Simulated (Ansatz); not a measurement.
Data:

SrMgF₄:
```xyz
12
Lattice="1.9650 -7.2423 0.0000 1.9650 7.2423 0.0000 0.0000 0.0000 5.6063" Properties=species:S:1:pos:R:3 pbc="T T T"
Sr     1.9650     2.3148     0.2200
Sr     1.9650    -2.3148     3.0232
Mg     1.9650    -6.0258     3.3349
Mg     1.9650     6.0258     0.5317
F      1.9650    -4.9042     1.7275
F      1.9650     4.9042     4.5307
F      1.9650     6.7312     2.4319
F      1.9650    -6.7312     5.2350
F      1.9650    -4.3144     4.4134
F      1.9650     4.3144     1.6103
F      1.9650     1.2433     3.4745
F      1.9650    -1.2433     0.6713
```

This is the PBEsol-relaxed structure. Cartesian axes are those of the cell as given.

Question: All from plane-wave PAW PBEsol (Ansatz code), unless another level is named. Predict the gap with spin–orbit coupling.

Answer: 6.79 eV.

Question: What about the electron effective mass?

Answer: 0.51, 0.56, 0.56 mₑ (principal values).

Question: Next, the band gap?

Answer: 6.80 eV (indirect).

Question: Give the conduction-band minimum.

Answer: at Γ.

Question: And the valence-band maximum?

Answer: on the S–R line, 46 % of the way from S (k = 0.000, -0.500, 0.229).

Space group Cmc2_1. The workflow started from a Materials Project entry (that database holds measured and hypothetical structures alike); the Crystallography Open Database files this formula in space group No. 36, but the cells were not matched. Its standing as an ambient phase is unchecked. The PBEsol relaxation kept the symmetry of its start; of distortions, only those at the zone centre were tested. Spin–orbit coupling is left out wherever it is not named.

Potentials: the earlier of the program's two PAW sets.
